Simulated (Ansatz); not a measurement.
# Ansatz run, Cs$_{2}$HgS$_{2}$

Input file of Ansatz 0.2.0:

```yaml
crystal:
  lattice:
    - [7.928284, 0.0, 0.0]
    - [0.0, 10.006324, 0.0]
    - [0.0, 0.0, 4.563493]
  atoms:
    - { symbol: Hg, position: [0.5, 0.5, 0.0] }
    - { symbol: Hg, position: [0.0, 0.0, 0.0] }
    - { symbol: Cs, position: [0.39222, 0.83311, 0.5] }
    - { symbol: Cs, position: [0.60778, 0.16689, 0.5] }
    - { symbol: Cs, position: [0.89222, 0.66689, 0.5] }
    - { symbol: Cs, position: [0.10778, 0.33311, 0.5] }
    - { symbol: S, position: [0.23025, 0.59445, 0.0] }
    - { symbol: S, position: [0.76975, 0.40555, 0.0] }
    - { symbol: S, position: [0.73025, 0.90555, 0.0] }
    - { symbol: S, position: [0.26975, 0.09445, 0.0] }
  symmetry: { tolerance: 0.0003 }
kpoints:
  mp_grid: { grid: [4, 3, 6], shift: [0, 0, 0] }
  band_path:
    path:
      - [0.0, 0.0, 0.0]
      - [0.5, 0.0, 0.0]
      - [0.5, 0.5, 0.0]
      - [0.0, 0.5, 0.0]
      - [0.0, 0.0, 0.0]
      - [0.0, 0.0, 0.5]
      - [0.5, 0.0, 0.5]
      - [0.5, 0.5, 0.5]
      - [0.0, 0.5, 0.5]
      - [0.0, 0.0, 0.5]
      - [0.5, 0.0, 0.0]
    npoints: 6
magnetization:
  spin_polarized: false
scf:
  occupations: { method: fermi_dirac }
  lower_state_search: "off"
  max_iter: 200
hamiltonian:
  pseudopotentials: { kind: paw }
  xc: pbe
basis:
  ecutwfc: 420
  fft_grid_basis: typed
output:
  forces: true
  stress: true
  eigenvalues: true
  bader: true
  populations: true
  elf: true
  write_potential: true
  volumetric_format: npy
  dos:
    e_range: [-12, 8]
    de: 0.05
    projected: { site_lists: { Cs: [Cs], Hg: [Hg], S: [S] } }
checkpoint:
  read: saved_state
```

The saved state is an earlier solution for the same cell, perhaps on another mesh. 

Excerpt of what it printed:

```
SCF iter   1: F=—  Δρ=2.47e-4  dr2=5.36e-4
SCF iter   2: F=—  Δρ=1.28e-4  dr2=1.36e-4
SCF iter   3: F=—  Δρ=3.49e-5  dr2=6.33e-6
SCF iter   4: F=—  Δρ=1.29e-5  dr2=8.06e-7
SCF iter   5: F=-53926.8693 eV  Δρ=3.95e-6  dr2=6.65e-8
Free energy (F): -53926.8693 eV
Harris-Foulkes:  -53926.8693 eV  (|F-HF|=5.83e-8)
Internal energy: -53926.8693 eV  (E = F + TS)
E sigma→0 (E₀):  -53926.8693 eV
Entropy (-TS):    0.0000 eV (-0.001 meV/atom)
Fermi energy:    6.2200 eV
--- Per-component energies (eV) ---
  E_band       = -1306.9051
  E_kinetic    = 2206.6333
  E_local      = -9813.2275  (includes V_loc(G=0)·N_el)
  E_nonlocal   = 376.8054
  E_hartree    = 4145.5932
  E_xc         = -1530.2310
  E_vxc        = -1384.7208  (∫ρ·V_xc dr)
  E_paw        = -42555.4192  (= ΣΔE_a)
  E_vpaw       = -983.5984  (= ΣTr[D̂ρ^β])
  E_aug_tail   = 0.0018  (compensation charges beyond the density's cutoff)
  E_ewald      = -6757.0254
  E_smearing   =  0.0000  (= −TS)
--- Forces (eV/Å), atoms counted from 1 ---
  atom   1  Hg     0.0000     0.0000     0.0000
  atom   2  Hg     0.0000     0.0000     0.0000
  atom   3  Cs    -0.0028    -0.0136     0.0000
  atom   4  Cs     0.0028     0.0136     0.0000
  atom   5  Cs    -0.0028     0.0136     0.0000
  atom   6  Cs     0.0028    -0.0136     0.0000
  atom   7  S      0.1897    -0.0748     0.0000
  atom   8  S     -0.1897     0.0748     0.0000
  atom   9  S      0.1897     0.0748     0.0000
  atom  10  S     -0.1897    -0.0748     0.0000
--- Stress (GPa, compression-positive) ---
        0.7580       0.0000       0.0000
        0.0000       1.3805       0.0000
        0.0000       0.0000       1.2428
  P = ⅓ Tr σ = 1.1271 GPa (11.271 kbar)
--- Löwdin populations: 10 sites ---
  site symbol       q [e]
     0     Hg     19.0547
     1     Hg     19.0547
     2     Cs      8.2846
     3     Cs      8.2846
     4     Cs      8.2846
     5     Cs      8.2846
     6      S      6.9936
     7      S      6.9936
     8      S      6.9936
     9      S      6.9936
  spilling = 0.0078 (of n_electrons = 100.0000)
--- Bader charges: 10 sites ---
  site symbol  charge [e]  shift [e]
     0     Hg      0.2719     0.0068
     1     Hg      0.2719     0.0068
     2     Cs      0.7771     0.0000
     3     Cs      0.7771     0.0000
     4     Cs      0.7771     0.0000
     5     Cs      0.7771     0.0000
     6      S     -0.9130     0.0034
     7      S     -0.9130     0.0034
     8      S     -0.9130     0.0034
     9      S     -0.9130     0.0034
```

Origin: a known structure type with other elements, at an estimated volume, so it need not be a known compound.
